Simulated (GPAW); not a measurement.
**Fitting the LDA energy curve of Ir3Rh**

```cif
data_structure
_symmetry_space_group_name_H-M 'Pm-3m'
_symmetry_Int_Tables_number 221
_cell_length_a 3.8403
_cell_length_b 3.8403
_cell_length_c 3.8403
_cell_angle_alpha 90.000
_cell_angle_beta 90.000
_cell_angle_gamma 90.000
_cell_volume 56.64
loop_
_atom_site_label
_atom_site_type_symbol
_atom_site_symmetry_multiplicity
_atom_site_Wyckoff_symbol
_atom_site_fract_x
_atom_site_fract_y
_atom_site_fract_z
_atom_site_occupancy
Ir1 Ir 3 c 0.50000 0.50000 0.00000 1
Rh1 Rh 1 a 0.00000 0.00000 0.00000 1
```

The cell comes from a database or a generator and needn't be the stable form of this composition.

The cell was scaled at fixed shape and fractions and run with GPAW, the program's PAW data sets (release 1.2.1) made for this functional, cutoff 600 eV; LDA, k mesh 7 × 7 × 7 on the cell of 4 atoms, fermi-dirac occupations of 0.05 eV, no spin polarisation, no spin-orbit coupling. Energies are those that the program minimises, any entropy of the smearing included. For a metal such a mesh isn't converged to the digits shown.

| V (Å³/atom) | energy over the lowest row (meV/atom) |
| --- | --- |
| 13.3099 | 10.03 |
| 13.5931 | 0.00 |
| 13.8763 | ? |
| 14.1595 | 21.21 |
| 14.4427 | 49.28 |
| 14.7259 | 87.17 |
| 15.0091 | 133.69 |

**Question.** Fit the third-order Birch-Murnaghan form, give V0, B0 and B′, and predict the energy left open.

**Answer.** With y = (V0/V)^(2/3), E = E0 + (9 V0 B0/16) [(y - 1)³ B′ + (y - 1)² (6 - 4y)]. Least squares through the rows shown give V0 = 13.6446 Å³/atom, E0 = -0.24 meV, B0 = 381.2 GPa (1 eV/Å³ = 160.218 GPa) and B′ = 5.06, with a largest miss of 0.02 meV. At V = 13.8763 the form with these constants gives 4.28 meV; the run gave 4.28 meV an atom.
